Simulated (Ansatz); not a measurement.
Relaxed-ion elastic tensor of Ni7Ge4 in space group P-6m2 (No. 187; Pearson symbol hP11) in GPa (Voigt order), DFT-PBEsol in the program Ansatz with PAW potentials; density 8.82 g/cm³, 12.01 Å³ per atom.

|  | 1 | 2 | 3 | 4 | 5 | 6 |
|---|---|---|---|---|---|---|
| 1 | 294 | 190 | 100 | 0.0 | 0.0 | 0.0 |
| 2 | 190 | 294 | 100 | 0.0 | 0.0 | 0.0 |
| 3 | 100 | 100 | 303 | 0.0 | 0.0 | 0.0 |
| 4 | 0.0 | 0.0 | 0.0 | 41.6 | 0.0 | 0.0 |
| 5 | 0.0 | 0.0 | 0.0 | 0.0 | 41.6 | 0.0 |
| 6 | 0.0 | 0.0 | 0.0 | 0.0 | 0.0 | 52.2 |

### Question
Is the crystal mechanically stable?

### Answer
Yes: the smallest eigenvalue of C is 41.6 GPa.

### Question
Work out the Voigt, Reuss and Hill averages.

### Answer
K_V = 186, K_R = 184, K_H = 185; G_V = 60.5, G_R = 52.5, G_H = 56.5 GPa.

### Question
Give Young's modulus, Poisson's ratio, Pugh's ratio and the universal anisotropy index.

### Answer
E = 9KG/(3K + G) = 154 GPa; ν = 0.36; K/G = 3.27 (ductile by the Pugh limit of 1.75); A_U = 5G_V/G_R + K_V/K_R − 6 = 0.77.

### Question
Estimate the sound speeds and the Debye temperature.

### Answer
v_l = √((K + 4G/3)/ρ) = 5430 m/s, v_t = √(G/ρ) = 2530 m/s, mean 2850 m/s; Θ = (h/k)(3n/4πV)^(1/3) v_m = 371 K.

### Question
Solve the Christoffel equation for the three sound speeds along x, y, z.

### Answer
Eigenvalues of C_ijkl n_j n_l equal ρv². In km/s, slowest first: x 2.17, 2.43, 5.78; y 2.17, 2.43, 5.78; z 2.17, 2.17, 5.87.

### Question
How much does each axis shrink under pressure?

### Answer
Linear compressibilities β_i = Σ_j S_ij (j = 1 to 3): x 1.6, y 1.6, z 2.2 per TPa.

The first step of the workflow began from a Materials Project structure, measured or hypothetical; the Crystallography Open Database copy checked does not list it. Its standing as an ambient phase is unchecked. The PBEsol relaxation kept the symmetry of its start; of distortions, only those at the zone centre were tested. No spin polarisation was allowed. As this level gives no gap, shear constants depend on the k-mesh and smearing (Fermi–Dirac, 0.1 eV here).

Potentials: the later of the program's two PAW sets.
